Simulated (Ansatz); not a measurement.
The start is a generated cell, Si2W placed in the C49 structure type. The cell and all atomic positions are relaxed at zero pressure with r2SCAN (plane waves to 500 eV, PAW, scalar-relativistic; Ansatz, a program for electronic structure). The first steps use a coarse 7×7×7 k-mesh.

Input geometry:
```
Si2W
1.0
    1.76463    -6.96388     0.00000
    1.76463     6.96388     0.00000
    0.00000     0.00000     3.47248
Si W
4 2
Direct
  0.93900   0.06100   0.75000
  0.06100   0.93900   0.25000
  0.25000   0.75000   0.75000
  0.75000   0.25000   0.25000
  0.60400   0.39600   0.75000
  0.39600   0.60400   0.25000
```

- Initial pressure = -2 GPa (negative: the cell is under tension)
- Outcome = The space group stays Cmcm (No. 63) (the run could not lower it); the end is AFLOW prototype A2B_oC12_63_2c_c (C49, as in ZrSi2), with 6 atoms in the primitive cell
- Energy released = 0.13 eV/atom
- Volume change = +4.5 %, from 14.22 to 14.87 Å³/atom
- Shortest distances (start → end) = The closest pairs of elements (up to four, under 3.6 Å), start → end: Si–Si 2.43 → 2.40 Å; Si–W 2.55 → 2.52 Å; W–W 3.38 → 3.34 Å
- Band gap at the end = no gap (metallic)
- Optimiser moves = 10

The end point of the relaxation:

Space group Cmcm (No. 63); a = 3.4373 Å, b = 15.5543 Å, c = 3.3370 Å, α = β = γ = 90.00°

```csv
atom,site,symmetry,x,y,z
Si,4c,m2m,0.0000,0.0611,0.2500
Si,4c,m2m,0.0000,0.2477,0.7500
W,4c,m2m,0.0000,0.3704,0.2500
```
(The calculation used a cell of 6 atoms; values per cell refer to that cell.)

Final values are on a 14×14×14 k-mesh of the relaxed cell. No spin polarisation in the result.

The run could not lose the symmetry of its start: the end is stationary, and may be a saddle point rather than a minimum.

The relaxed structure here is a generated cell of Si2W: the first start was made by placing the elements on the sites of a structure type, and the end was not matched to a known phase here, so it may be hypothetical. Known forms of Si2W include space group No. 139.
